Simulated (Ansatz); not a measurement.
Relaxed candidate structures of BaS:

A. F-43m (No. 216), cF8, zinc blende type; a = b = c = 7.038 Å, α = β = γ = 90.00°; S 4c (0.250, 0.250, 0.250); Ba 4a (0.000, 0.000, 0.000)

B. Fm-3m (No. 225), cF8, rock salt type; a = b = c = 6.4252 Å, α = β = γ = 90.00°; S 4a (0.000, 0.000, 0.000); Ba 4b (0.500, 0.500, 0.500)

Order them by energy per atom (lowest first) at the level r2SCAN (plane waves to 500 eV, PAW, scalar-relativistic; Ansatz, a quantum-chemistry and plane-wave program).

B (reference, the lowest of the structures calculated here), A (+295 meV/atom)

Give each candidate's band gap.

No candidate is metallic. A: 3.07 eV (no spin-orbit coupling); B: 2.58 eV (no spin-orbit coupling).

Each run could gain symmetry but not lose that of its start, so entries can be saddle points. From databases, or of a type measured for this composition: Fm-3m, cF8, rock salt type; the others are generated cells (placed on structure types, drawn at random, substituted or restacked) that were not matched to a known phase here. Energies are at zero temperature and pressure, without zero-point motion. No spin polarisation in the result.
